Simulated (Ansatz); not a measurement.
SiC (zinc blende, F-43m), a = b = c = 4.3290 Å, α = β = γ = 90.00°; the cell used has 2 atoms.

Relaxed with LDA.

Question: Give the optical modes at the zone centre with their infrared and Raman activity from DFPT, LDA (plane waves, PAW; program Ansatz).

Answer: Transverse frequencies, without the LO–TO term; a row sums one degenerate level.

| ω (cm⁻¹) | degeneracy | IR ((D/Å)²/amu) | Raman (Å⁴/amu) | activity | symmetry |
|---|---|---|---|---|---|
| 798 | 3 | 61.36 | 29 | IR+Raman | T2 |

Question: How high does the top mode go among those that the LO–TO term moves?

Answer: 973 cm⁻¹ for q along x.

Symmetry was held in the LDA relaxation; phonons on a q-mesh show no instability.

Potentials: the earlier of the program's two PAW sets.
